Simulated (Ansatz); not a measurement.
Relaxed-ion elastic tensor of HgTe (zinc blende, F-43m) in GPa (Voigt order), plane-wave PAW PBEsol (Ansatz code); density 7.90 g/cm³, 34.48 Å³ per atom.

```csv
,1,2,3,4,5,6
1,52.7,36.8,36.8,0.0,0.0,0.0
2,36.8,52.7,36.8,0.0,0.0,0.0
3,36.8,36.8,52.7,0.0,0.0,0.0
4,0.0,0.0,0.0,21.0,0.0,0.0
5,0.0,0.0,0.0,0.0,21.0,0.0
6,0.0,0.0,0.0,0.0,0.0,21.0
```

**Question.** Is the crystal mechanically stable?

**Answer.** Yes: the smallest eigenvalue of C is 16.0 GPa.

**Question.** Work out the Voigt, Reuss and Hill averages.

**Answer.** K_V = 42.1, K_R = 42.1, K_H = 42.1; G_V = 15.8, G_R = 12.7, G_H = 14.3 GPa.

**Question.** Give Young's modulus, Poisson's ratio, Pugh's ratio and the universal anisotropy index.

**Answer.** E = 9KG/(3K + G) = 38.4 GPa; ν = 0.35; K/G = 2.95 (ductile by the Pugh limit of 1.75); A_U = 5G_V/G_R + K_V/K_R − 6 = 1.21.

**Question.** Estimate the sound speeds and the Debye temperature.

**Answer.** v_l = √((K + 4G/3)/ρ) = 2780 m/s, v_t = √(G/ρ) = 1340 m/s, mean 1510 m/s; Θ = (h/k)(3n/4πV)^(1/3) v_m = 138 K.

**Question.** Give the Zener ratio and Young's modulus along [100], [110] and [111].

**Answer.** A = 2C44/(C11 − C12) = 2.63; 1/E = S11 − 2(S11 − S12 − S44/2)Γ with Γ = 0, 1/4, 1/3 gives 22.5, 40.0, 54.0 GPa.

**Question.** Solve the Christoffel equation for the three sound speeds along [100], [110], [111].

**Answer.** Eigenvalues of C_ijkl n_j n_l equal ρv². In km/s, slowest first: [100] 1.63, 1.63, 2.58; [110] 1.01, 1.63, 2.88; [111] 1.25, 1.25, 2.98.

The cell was relaxed with PBEsol under the symmetry of its start. As this level gives no gap, shear constants depend on the k-mesh and smearing (Fermi–Dirac, 0.1 eV here). Scalar-relativistic: spin–orbit coupling is off unless named, which matters more the heavier the elements.

Potentials: the later of the program's two PAW sets.
